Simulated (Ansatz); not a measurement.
Ansatz input file:

```yaml
crystal:
  lattice:
    - [2.5900379401, 0.0, 0.0]
    - [-1.29501897, 2.2430386529, 0.0]
    - [0.0, 0.0, 11.9112041412]
  atoms:
    - { symbol: B, position: [0.0, 0.0, 0.4259771568] }
    - { symbol: B, position: [0.0, 0.0, 0.5740228432] }
    - { symbol: B, position: [0.6666666667, 0.3333333333, 0.0223397512] }
    - { symbol: B, position: [0.3333333333, 0.6666666667, 0.9776602488] }
    - { symbol: O, position: [0.6666666667, 0.3333333333, 0.3789556401] }
    - { symbol: O, position: [0.3333333333, 0.6666666667, 0.6210443599] }
basis:
  ecutwfc: 420
kpoints:
  mp_grid: { grid: [18, 18, 4] }
hamiltonian:
  xc: pbe
scf:
  occupations: { method: gaussian, width: 0.1 }
output:
  forces: true
  stress: true
  eigenvalues: true
relax:
  adjacent_minimum: "off"
  f_tol: 0.01
  max_steps: 30
  cell: { stress_tol: 0.1, fix: [volume] }
```

Command:
```bash
ansatz run input.yaml --threads 1 --pin off --max-ram 2560MiB --backend cpu --events-out ev --progress --plain --runs-dir out
```

Theory: DFT PBE, scalar-relativistic, plane waves, PAW in Ansatz 0.2.0.

From the run's log, abridged:

```
Pseudopotentials: kind: paw
Pseudopotential: B, paw, valence charge 3, recommended cutoff 420 eV (normal)
Pseudopotential: O, paw, valence charge 6, recommended cutoff 420 eV (normal)
Functional definition: PBE
Crystal: 6 atoms, lattice volume = 69.199 Å³
Basis set: ecut = 420 eV, 1389 PW (Γ), exchange–correlation on 36×36×160 points (8 copies of the dense FFT grid, shifted against one another)
Bands: 18, of which v1, the nominal top of the filled ones, is band 12 counted from 1 (11 counted from 0)
Symmetry: 12 space group operations
Space group: P-3m1 (ITA 164), of the structure as read, at distance tolerance 4.1e-5 Å
k-points: 138 of 1296
Initial density: superposition of atomic densities (neutral atoms: chi_scale 0, normalization atom), corrected by the library's trained network
Initial wavefunctions: pseudopotential atomic-orbital guess
Functional: x = pbe(κ = 0.804, μ = 0.21951497), c = pbe(β = 0.06672455)
SCF iter   1: F=—  HF=-1756.391758 eV  |F-HF|=—  |Δ(HF+E_count)|=         —  Δρ=6.86e-3  dr2=1.25e-2  ethr=1.77e-3  ⟨swp⟩=5.9  Hψ=13398  notcnv=0  defer=6
SCF iter   2: F=—  HF=-1756.395645 eV  |F-HF|=—  |Δ(HF+E_count)|=   3.89e-3  Δρ=1.24e-3  dr2=2.21e-3  ethr=5.21e-5  ⟨swp⟩=2.0  Hψ=5433  notcnv=0  defer=87
SCF iter   3: F=—  HF=-1756.395299 eV  |F-HF|=—  |Δ(HF+E_count)|=   3.45e-4  Δρ=6.70e-4  dr2=1.17e-3  ethr=9.19e-6  ⟨swp⟩=2.3  Hψ=3917  notcnv=0  defer=87
SCF iter   4: F=—  HF=-1756.394957 eV  |F-HF|=—  |Δ(HF+E_count)|=   3.43e-4  Δρ=3.74e-4  dr2=9.58e-5  ethr=4.88e-6  ⟨swp⟩=2.0  Hψ=3692  notcnv=0  defer=86
SCF iter   5: F=—  HF=-1756.394975 eV  |F-HF|=—  |Δ(HF+E_count)|=   1.80e-5  Δρ=7.87e-5  dr2=5.07e-6  ethr=3.99e-7  ⟨swp⟩=2.0  Hψ=3563  notcnv=0  defer=86
SCF iter   6: F=—  HF=-1756.394978 eV  |F-HF|=—  |Δ(HF+E_count)|=   2.82e-6  Δρ=2.05e-5  dr2=3.34e-7  ethr=2.11e-8  ⟨swp⟩=2.3  Hψ=3951  notcnv=0  defer=81
SCF iter   7: F=-1756.394978 eV  HF=-1756.394978 eV  |F-HF|=1.61e-9  |Δ(HF+E_count)|=   3.67e-7  Δρ=4.10e-6  dr2=1.00e-8  ethr=4.17e-10  ⟨swp⟩=10.1  Hψ=12381  notcnv=0
SCF 1 converged in 7 iterations: F = -1756.394978 eV  dr2 = 1.00e-8
relax step   1: F+E_penalty+E_count = -1756.39497809 eV  Δ(F+E_penalty+E_count) = +0.000e0 eV  max|allowed force component| = 3.492e-1 eV/Å  Δτ_max = 0.0000 Å  P = -3.868 GPa  Ω = 69.199 Å³  fix = [volume]  reactions: volume -3.868 GPa (7 SCF iters, dr2 threshold 1.00e-7 eV, accepted)
Basis set: ecut = 420 eV, 1391 PW (Γ), exchange–correlation on 36×36×160 points (8 copies of the dense FFT grid, shifted against one another)
Initial density: handed on by an earlier stage of this run
Initial wavefunctions: those handed on with the density
SCF iter   1: F=—  HF=-1756.413282 eV  |F-HF|=—  |Δ(HF+E_count)|=         —  Δρ=4.46e-3  dr2=4.68e-3  ethr=1.95e-5  ⟨swp⟩=1.6  Hψ=16561  notcnv=0
SCF iter   2: F=—  HF=-1756.415286 eV  |F-HF|=—  |Δ(HF+E_count)|=   2.00e-3  Δρ=3.85e-3  dr2=9.45e-3  ethr=1.95e-5  ⟨swp⟩=2.0  Hψ=4824  notcnv=0
SCF iter   3: F=—  HF=-1756.412818 eV  |F-HF|=—  |Δ(HF+E_count)|=   2.47e-3  Δρ=5.70e-4  dr2=1.24e-4  ethr=1.95e-5  ⟨swp⟩=2.0  Hψ=3817  notcnv=0  defer=1
SCF iter   4: F=—  HF=-1756.412887 eV  |F-HF|=—  |Δ(HF+E_count)|=   6.81e-5  Δρ=1.52e-4  dr2=3.97e-6  ethr=5.17e-7  ⟨swp⟩=2.1  Hψ=3822  notcnv=0  defer=1
SCF iter   5: F=-1756.412899 eV  HF=-1756.412898 eV  |F-HF|=1.03e-6  |Δ(HF+E_count)|=   1.19e-5  Δρ=3.37e-5  dr2=2.12e-7  ethr=2.50e-9  ⟨swp⟩=8.2  Hψ=13594  notcnv=0
SCF 2 converged in 5 iterations: F = -1756.412899 eV  dr2 = 2.12e-7
relax step   2: F+E_penalty+E_count = -1756.41289945 eV  Δ(F+E_penalty+E_count) = -1.792e-2 eV  max|allowed force component| = 1.674e-1 eV/Å  Δτ_max = 0.0213 Å  P = -1.874 GPa  Ω = 69.199 Å³  energy of the carried Pulay correction = +7.532e-17 eV  fix = [volume]  reactions: volume -1.874 GPa (5 SCF iters, dr2 threshold 6.00e-7 eV, accepted)
Basis set: ecut = 420 eV, 1379 PW (Γ), exchange–correlation on 36×36×160 points (8 copies of the dense FFT grid, shifted against one another)
SCF iter   1: F=—  HF=-1756.418238 eV  |F-HF|=—  |Δ(HF+E_count)|=         —  Δρ=3.65e-3  dr2=3.61e-3  ethr=1.53e-5  ⟨swp⟩=1.5  Hψ=16414  notcnv=0
SCF iter   2: F=—  HF=-1756.419992 eV  |F-HF|=—  |Δ(HF+E_count)|=   1.75e-3  Δρ=3.84e-3  dr2=8.92e-3  ethr=1.51e-5  ⟨swp⟩=2.0  Hψ=4675  notcnv=0  recentre
SCF iter   3: F=—  HF=-1756.417809 eV  |F-HF|=—  |Δ(HF+E_count)|=   2.18e-3  Δρ=1.39e-3  dr2=7.46e-4  ethr=1.51e-5  ⟨swp⟩=2.0  Hψ=4017  notcnv=0
SCF iter   4: F=—  HF=-1756.417688 eV  |F-HF|=—  |Δ(HF+E_count)|=   1.21e-4  Δρ=1.62e-4  dr2=4.89e-6  ethr=3.11e-6  ⟨swp⟩=2.1  Hψ=3798  notcnv=0
SCF iter   5: F=—  HF=-1756.417699 eV  |F-HF|=—  |Δ(HF+E_count)|=   1.15e-5  Δρ=4.74e-5  dr2=8.16e-7  ethr=2.50e-9  ⟨swp⟩=8.6  Hψ=14436  notcnv=0
SCF iter   6: F=-1756.417700 eV  HF=-1756.417700 eV  |F-HF|=3.38e-7  |Δ(HF+E_count)|=   1.10e-6  Δρ=1.99e-5  dr2=8.09e-8  ethr=2.50e-9  ⟨swp⟩=6.7  Hψ=11704  notcnv=0
SCF 3 converged in 6 iterations: F = -1756.417700 eV  dr2 = 8.09e-8
relax step   3: F+E_penalty+E_count = -1756.41770049 eV  Δ(F+E_penalty+E_count) = -4.801e-3 eV  max|allowed force component| = 2.030e-2 eV/Å  Δτ_max = 0.0174 Å  P = -0.159 GPa  Ω = 69.199 Å³  energy of the carried Pulay correction = -3.766e-17 eV  fix = [volume]  reactions: volume -0.159 GPa (6 SCF iters, dr2 threshold 6.00e-7 eV, accepted)
SCF iter   1: F=—  HF=-1756.417730 eV  |F-HF|=—  |Δ(HF+E_count)|=         —  Δρ=2.83e-4  dr2=1.57e-5  ethr=6.35e-8  ⟨swp⟩=2.0  Hψ=13963  notcnv=0
SCF iter   2: F=—  HF=-1756.417731 eV  |F-HF|=—  |Δ(HF+E_count)|=   1.26e-6  Δρ=2.16e-4  dr2=2.45e-5  ethr=6.35e-8  ⟨swp⟩=2.0  Hψ=4084  notcnv=0
SCF iter   3: F=—  HF=-1756.417727 eV  |F-HF|=—  |Δ(HF+E_count)|=   4.33e-6  Δρ=1.16e-4  dr2=9.23e-6  ethr=6.35e-8  ⟨swp⟩=2.0  Hψ=4019  notcnv=0
SCF iter   4: F=—  HF=-1756.417724 eV  |F-HF|=—  |Δ(HF+E_count)|=   2.36e-6  Δρ=3.61e-5  dr2=7.05e-7  ethr=3.84e-8  ⟨swp⟩=2.0  Hψ=3380  notcnv=0
SCF iter   5: F=-1756.417724 eV  HF=-1756.417724 eV  |F-HF|=1.77e-8  |Δ(HF+E_count)|=   1.87e-7  Δρ=5.10e-6  dr2=2.02e-8  ethr=1.07e-10  ⟨swp⟩=4.0  Hψ=11037  notcnv=0
SCF 4 converged in 5 iterations: F = -1756.417724 eV  dr2 = 2.02e-8
relax step   4: F+E_penalty+E_count = -1756.41772399 eV  Δ(F+E_penalty+E_count) = -2.350e-5 eV  max|allowed force component| = 5.654e-3 eV/Å  Δτ_max = 0.0016 Å  P = -0.234 GPa  Ω = 69.199 Å³  energy of the carried Pulay correction = +7.532e-17 eV  fix = [volume]  reactions: volume -0.234 GPa (5 SCF iters, dr2 threshold 2.58e-8 eV, accepted)
Basis set: ecut = 420 eV, 1379 PW (Γ), exchange–correlation on 36×36×162 points (8 copies of the dense FFT grid, shifted against one another)
Initial wavefunctions: pseudopotential atomic-orbital guess (no wavefunctions were taken with the density)
SCF iter   1: F=—  HF=-1756.418685 eV  |F-HF|=—  |Δ(HF+E_count)|=         —  Δρ=1.40e-4  dr2=1.34e-6  ethr=1.32e-7  ⟨swp⟩=3.4  Hψ=20717  notcnv=0
SCF iter   2: F=—  HF=-1756.418784 eV  |F-HF|=—  |Δ(HF+E_count)|=   9.92e-5  Δρ=9.79e-6  dr2=4.24e-8  ethr=5.58e-9  ⟨swp⟩=2.6  Hψ=4348  notcnv=0
SCF iter   3: F=—  HF=-1756.418784 eV  |F-HF|=—  |Δ(HF+E_count)|=   4.69e-8  Δρ=2.62e-6  dr2=1.58e-8  ethr=1.77e-10  ⟨swp⟩=2.3  Hψ=4121  notcnv=0
SCF iter   4: F=—  HF=-1756.418784 eV  |F-HF|=—  |Δ(HF+E_count)|=   1.50e-9  Δρ=2.85e-6  dr2=8.60e-9  ethr=6.60e-11  ⟨swp⟩=2.0  Hψ=3690  notcnv=0
SCF iter   5: F=—  HF=-1756.418784 eV  |F-HF|=—  |Δ(HF+E_count)|=   1.53e-9  Δρ=6.00e-7  dr2=1.10e-9  ethr=3.58e-11  ⟨swp⟩=2.0  Hψ=3590  notcnv=0
SCF iter   6: F=-1756.418784 eV  HF=-1756.418784 eV  |F-HF|=5.82e-11  |Δ(HF+E_count)|=  3.12e-10  Δρ=1.59e-7  dr2=7.82e-11  ethr=1.00e-12  ⟨swp⟩=6.0  Hψ=10348  notcnv=0
the search or the solves at the SCF's close seem to have found levels that the self-consistency loop had missed (the run counts 1). By its estimate they hold under 1e-12 electrons; where the run keeps them, the occupations were computed again with them
SCF 5 converged in 6 iterations: F = -1756.418784 eV  dr2 = 7.82e-11
SCF iter   1: F=—  HF=-1756.418817 eV  |F-HF|=—  |Δ(HF+E_count)|=         —  Δρ=3.41e-4  dr2=2.96e-5  ethr=1.10e-7  ⟨swp⟩=2.4  Hψ=15623  notcnv=0
SCF iter   2: F=—  HF=-1756.418846 eV  |F-HF|=—  |Δ(HF+E_count)|=   2.91e-5  Δρ=3.89e-4  dr2=9.95e-5  ethr=1.10e-7  ⟨swp⟩=2.0  Hψ=4073  notcnv=0
SCF iter   3: F=—  HF=-1756.418820 eV  |F-HF|=—  |Δ(HF+E_count)|=   2.60e-5  Δρ=8.52e-5  dr2=5.13e-6  ethr=1.10e-7  ⟨swp⟩=2.0  Hψ=4022  notcnv=0
SCF iter   4: F=—  HF=-1756.418819 eV  |F-HF|=—  |Δ(HF+E_count)|=   1.37e-6  Δρ=1.02e-5  dr2=6.54e-8  ethr=2.14e-8  ⟨swp⟩=2.0  Hψ=3635  notcnv=0
SCF iter   5: F=-1756.418819 eV  HF=-1756.418819 eV  |F-HF|=4.15e-10  |Δ(HF+E_count)|=   6.94e-9  Δρ=9.18e-7  dr2=7.94e-10  ethr=1.96e-10  ⟨swp⟩=5.8  Hψ=10893  notcnv=0
SCF 6 converged in 5 iterations: F = -1756.418819 eV  dr2 = 7.94e-10
relax step   6: F+E_penalty+E_count = -1756.41881869 eV  Δ(F+E_penalty+E_count) = -3.464e-5 eV  max|allowed force component| = 1.665e-2 eV/Å  Δτ_max = 0.0015 Å  P = -0.061 GPa  Ω = 69.199 Å³  energy of the carried Pulay correction = -2.887e-5 eV  fix = [volume]  reactions: volume -0.061 GPa (5 SCF iters, dr2 threshold 4.72e-8 eV, accepted)
SCF iter   1: F=—  HF=-1756.418902 eV  |F-HF|=—  |Δ(HF+E_count)|=         —  Δρ=6.01e-4  dr2=2.25e-4  ethr=8.82e-7  ⟨swp⟩=2.1  Hψ=15111  notcnv=0
SCF iter   2: F=—  HF=-1756.418879 eV  |F-HF|=—  |Δ(HF+E_count)|=   2.29e-5  Δρ=5.10e-4  dr2=1.70e-4  ethr=8.82e-7  ⟨swp⟩=2.0  Hψ=3867  notcnv=0
SCF iter   3: F=—  HF=-1756.418859 eV  |F-HF|=—  |Δ(HF+E_count)|=   2.03e-5  Δρ=2.96e-4  dr2=5.98e-5  ethr=7.09e-7  ⟨swp⟩=2.0  Hψ=3739  notcnv=0
SCF iter   4: F=—  HF=-1756.418854 eV  |F-HF|=—  |Δ(HF+E_count)|=   4.26e-6  Δρ=8.15e-5  dr2=4.52e-6  ethr=2.49e-7  ⟨swp⟩=2.1  Hψ=3537  notcnv=0
SCF iter   5: F=—  HF=-1756.418853 eV  |F-HF|=—  |Δ(HF+E_count)|=   1.80e-6  Δρ=1.20e-5  dr2=1.14e-7  ethr=1.88e-8  ⟨swp⟩=2.0  Hψ=3598  notcnv=0
SCF iter   6: F=-1756.418853 eV  HF=-1756.418853 eV  |F-HF|=1.96e-10  |Δ(HF+E_count)|=   7.02e-9  Δρ=1.47e-6  dr2=1.26e-9  ethr=7.22e-11  ⟨swp⟩=6.3  Hψ=12387  notcnv=0
SCF 7 converged in 6 iterations: F = -1756.418853 eV  dr2 = 1.26e-9
relax step   7: F+E_penalty+E_count = -1756.41885252 eV  Δ(F+E_penalty+E_count) = -3.383e-5 eV  max|allowed force component| = 7.536e-4 eV/Å  Δτ_max = 0.0034 Å  P = -0.074 GPa  Ω = 69.199 Å³  energy of the carried Pulay correction = -6.843e-5 eV  fix = [volume]  reactions: volume -0.074 GPa (6 SCF iters, dr2 threshold 1.73e-8 eV, accepted)
Basis set: ecut = 420 eV, 1379 PW (Γ), exchange–correlation on 36×36×180 points (8 copies of the dense FFT grid, shifted against one another)
SCF iter   1: F=—  HF=-1756.418886 eV  |F-HF|=—  |Δ(HF+E_count)|=         —  Δρ=3.03e-5  dr2=3.88e-8  ethr=1.40e-7  ⟨swp⟩=3.4  Hψ=20653  notcnv=0
SCF iter   2: F=—  HF=-1756.418943 eV  |F-HF|=—  |Δ(HF+E_count)|=   5.67e-5  Δρ=3.08e-6  dr2=4.21e-9  ethr=1.62e-10  ⟨swp⟩=3.1  Hψ=5164  notcnv=0
SCF iter   3: F=—  HF=-1756.418943 eV  |F-HF|=—  |Δ(HF+E_count)|=   5.99e-9  Δρ=3.87e-6  dr2=8.16e-9  ethr=1.76e-11  ⟨swp⟩=2.0  Hψ=4103  notcnv=0
SCF iter   4: F=—  HF=-1756.418943 eV  |F-HF|=—  |Δ(HF+E_count)|=   1.21e-9  Δρ=1.28e-6  dr2=7.83e-10  ethr=1.76e-11  ⟨swp⟩=2.0  Hψ=3639  notcnv=0
SCF iter   5: F=-1756.418943 eV  HF=-1756.418943 eV  |F-HF|=7.50e-11  |Δ(HF+E_count)|=  1.55e-10  Δρ=2.84e-7  dr2=8.84e-11  ethr=1.00e-12  ⟨swp⟩=6.4  Hψ=10851  notcnv=0
SCF 8 converged in 5 iterations: F = -1756.418943 eV  dr2 = 8.84e-11
SCF converged after 5 iterations
Free energy (F): -1756.418943 eV
Harris-Foulkes:  -1756.418943 eV  (|F-HF|=7.50e-11)
Internal energy: -1756.413537 eV  (E = F + TS)
E sigma→0 (E₀):  -1756.416240 eV
Entropy (-TS):   -0.005405 eV (-0.901 meV/atom)
Fermi energy:    4.173212 eV
--- Per-component energies (eV) ---
  E_band       = -119.222640
  E_kinetic    = 540.158406
  E_local      = -2656.358409  (includes V_loc(G=0)·N_el)
  E_nonlocal   = 145.914811
  E_hartree    = 1135.007610
  E_xc         = -272.592976
  E_vxc        = -336.170324  (∫ρ·V_xc dr)
  E_paw        = -631.101064  (= ΣΔE_a)
  E_vpaw       = -82.787401  (= ΣTr[D̂ρ^β])
  E_aug_tail   = 0.004986  (compensation charges beyond the density's cutoff)
  E_ewald      = -17.446901
  E_smearing   = -0.005405  (= −TS)
--- Forces (eV/Å), atoms counted from 1 ---
  atom   1  B      0.00000000     0.00000000    -0.00031876
  atom   2  B      0.00000000     0.00000000     0.00031876
  atom   3  B      0.00000000     0.00000000     0.00029961
  atom   4  B      0.00000000     0.00000000    -0.00029961
  atom   5  O      0.00000000     0.00000000     0.00091521
  atom   6  O      0.00000000     0.00000000    -0.00091521
--- Stress (GPa, compression-positive) ---
       -0.082696       0.000000       0.000000
        0.000000      -0.082696       0.000000
        0.000000       0.000000      -0.053503
  P = ⅓ Tr σ = -0.0730 GPa (-0.730 kbar)
--- Band table (eV; the first three rows and the last of 138) ---
  k-point 0: bands = ["-19.5651", "-19.0386", "-8.4329", "-6.4808", "-2.0992", "-1.2367", "-1.2367", "-1.1379", "-1.1379", "-0.2750", "2.4929", "7.2043", "7.7317", "7.7317", "8.3204", "9.2979", "10.3333", "10.4529"]
  k-point 1: bands = ["-19.5651", "-19.0386", "-8.4329", "-6.4811", "-2.0961", "-1.2371", "-1.2371", "-1.1381", "-1.1381", "-0.2835", "2.5070", "7.1231", "7.7316", "7.7316", "8.4792", "9.1803", "10.3888", "10.4530"]
  k-point 2: bands = ["-19.5651", "-19.0386", "-8.4329", "-6.4812", "-2.0932", "-1.2369", "-1.2369", "-1.1380", "-1.1380", "-0.2921", "2.5206", "7.0525", "7.7316", "7.7316", "8.6933", "9.0006", "10.4409", "10.4530"]
  k-point 137: bands = ["-16.9968", "-16.9968", "-6.7848", "-6.0756", "-6.0756", "-6.0507", "-1.4963", "-1.4963", "-1.1703", "-1.1703", "-1.1319", "0.6527", "7.1039", "7.1039", "9.1510", "9.1510", "12.8420", "13.8446"]
--- Relaxed structure (6 steps of the walk, 6 accepted, 2 SCFs on fresh bases) ---
  F+E_penalty+E_count = -1756.41894263 eV   max|allowed force component| = 9.152e-4 eV/Å   (the final SCF, on the basis selected at the relaxed cell)
  cell:  # Å, volume = 69.1988 Å³
    - [2.56602749, 0.0, 0.0]
    - [-1.28301374, 2.22224499, 0.0]
    - [0.0, 0.0, 12.13515449]
  atoms:
    - { symbol: B, position: [0.0, 0.0, 0.42803618] }
    - { symbol: B, position: [0.0, 0.0, 0.57196381] }
    - { symbol: B, position: [0.66666666, 0.33333333, 0.02164138] }
    - { symbol: B, position: [0.33333333, 0.66666666, 0.97835861] }
    - { symbol: O, position: [0.66666666, 0.33333333, 0.38232518] }
    - { symbol: O, position: [0.33333333, 0.66666666, 0.61767481] }
```

The relaxation met its thresholds.

Time: 67 s on 1 thread of Arm Neoverse V2, on a shared host, peak memory 0.43 GiB.

The cell holds layers, and where no dispersion correction was added their binding is poorly described. Spin polarisation was left out, and a magnetic state may lie lower.